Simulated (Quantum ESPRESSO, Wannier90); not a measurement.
**Ag (fcc (Cu type)): Wannier90 run**

```
CELL_PARAMETERS angstrom
      0.00000     2.05218     2.05218
      2.05218     0.00000     2.05218
      2.05218     2.05218     0.00000
ATOMIC_POSITIONS crystal
  Ag 0.00000 0.00000 0.00000
```

Structure: Materials Project mp-124, symmetrised, not relaxed again. This is the element's usual structure. Method: PBEsol plane waves in Quantum ESPRESSO 7.5 (PseudoDojo norm-conserving files, 66 Ry, spinors with spin-orbit coupling), Bloch states on a 10×10×10 mesh through Γ, Wannier90 4.0.1. Density: 18×18×18 mesh, cold smearing 0.01 Ry.

The plane-wave run has 42 bands and 19 electrons a cell. On the energy scale of pw.x, whose zero is arbitrary, the Fermi level lies at 16.89 eV.

Input w.win, without the blocks of cell, atoms and k-points (1000 lines):

```
num_bands = 34
num_wann = 18
exclude_bands = 1-8
spinors = true
num_iter = 800
conv_tol = 1.0e-6
conv_window = 4
dis_num_iter = 1000
dis_conv_tol = 1.0e-6
dis_froz_max = 18.39
write_hr = true
write_u_matrices = true
begin projections
Ag: s;p;d
end projections
mp_grid = 11 10 10
```

Question: Check the input against the numbers above: what is wrong, and how is it mended?

Answer: wannier90.x -pp stops with:
```
Error: Wrong number of lines in block kpoints
```
The product of the three numbers of mp_grid differs from the number of lines in the kpoints block. Mended as below, all else unchanged, the run goes through (Ω_I = 13.6 Å²) and follows the plane-wave bands to 8.0 meV rms (states up to 1.0 eV relative to the Fermi level).
```
mp_grid = 10 10 10
```
